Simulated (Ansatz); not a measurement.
GaAs (CsCl type, Pm-3m) at seven volumes, PBE in the plane-wave PAW code Ansatz, scaled uniformly. One row is withheld.

```
V (Å³/atom)  P (GPa)
-----------  -------
17.472          7.35
18.048          4.53
18.624             ?
19.200          0.00
19.776         -1.75
20.352         -3.18
20.928         -4.40
```

**Question.** Fit the shown pressures and predict the withheld one.

**Answer.** P = (3/2)B₀(x^(7/2) − x^(5/2))[1 + (3/4)(B′ − 4)(x − 1)] with x = (V₀/V)^(2/3). Least squares on the six rows gives V₀ = 19.202 Å³/atom, B₀ = 62.6 GPa, B′ = 4.65. At V = 18.624, x = 1.0206 and P = 2.05 GPa. The run itself gave 2.08 GPa.

A made-up cell: these elements were put on the sites of a structure type; neither database checked (COD, Materials Project) lists it. It is not the phase usual at ambient conditions (space group No. 216). Symmetry was held in the PBE relaxation; its stability against distortions is not shown here.

Potentials: the later of the program's two PAW sets.
